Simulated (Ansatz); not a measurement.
# K-39 nuclear quadrupole resonance in KAs₄ClO₆

Cell: an entry of the Crystallography Open Database (COD), ions relaxed with PBE at fixed cell.

```cif
data_KAs4ClO6
_symmetry_space_group_name_H-M 'P6/mmm'
_symmetry_Int_Tables_number 191
_cell_length_a 5.2520
_cell_length_b 5.2520
_cell_length_c 8.8800
_cell_angle_alpha 90.000
_cell_angle_beta 90.000
_cell_angle_gamma 120.000
loop_
_atom_site_label
_atom_site_type_symbol
_atom_site_symmetry_multiplicity
_atom_site_Wyckoff_symbol
_atom_site_fract_x
_atom_site_fract_y
_atom_site_fract_z
K K 1 b 0.0000 0.0000 0.5000
As As 4 h 0.3333 0.6667 0.2027
Cl Cl 1 a 0.0000 0.0000 0.0000
O O 6 i 0.5000 0.0000 0.3155
```

One atom of each set is listed.

Computed with Ansatz: DFT, PBE, plane waves and PAW, scalar-relativistic, 420 eV cutoff, Γ-centred 5×5×3 k-points, Fermi–Dirac smearing 0.02 eV.

K-39: I = 3/2, Q = 60.30 mb (year-2017 value). Static lattice, zero field.

(1) Predict the zero-field K-39 lines of each site.

(2) And for ⁴¹K (I = 3/2, Q = 73.40 mb) on K?

Results:

(1) For I = 3/2 there is one line, ν = (|C_Q|/2)(1 + η²/3)^½.

| site | atoms | V_zz (10²¹ V/m²) | C_Q (MHz) | η | line frequencies (MHz) |
| --- | --- | --- | --- | --- | --- |
| K | 1 | 1.12 | 1.64 | 0.00 | 0.819 |

(2) C_Q scales with Q to 1.99 MHz, with lines at 0.997 MHz.

An axis of threefold or higher order runs through K, so V_zz lies along it and η is zero.

The relaxation (5 steps) took 37 s of wall time (38 s of CPU time) and 0.55 GiB at its peak, on 1 thread of Arm Neoverse V1 (aarch64; 8 cores open to the job, memory cap 2.5 GiB, no GPU), a shared host with a load of 0.3 a core.
